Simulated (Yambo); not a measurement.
CdS (zinc blende, space group F-43m, No. 216); a = 4.0717 Å, b = 4.0717 Å, c = 4.0717 Å, α = 60.00°, β = 60.00°, γ = 60.00°. With the G0W0 scissor the direct gap on the mesh is 2.27 eV.

Q: Can the lowest exciton of this BSE run be trusted, and with what binding energy? (Yambo, LDA bands; 8×8×8 mesh, 3 valence and 4 conduction bands, static screening with 30 bands and a 4 Ry block, scissor 1.33 eV, Tamm-Dancoff.)

A: No. The lowest state covers only about 1 of the 512 k points, so the mesh doesn't resolve it: its energy and its distance from the direct gap are mesh artefacts. An extended exciton needs a far denser mesh. The scissor comes from a G0W0 run whose convergence isn't established. Spin-orbit splittings are left out.

Geometry relaxed with LDA.
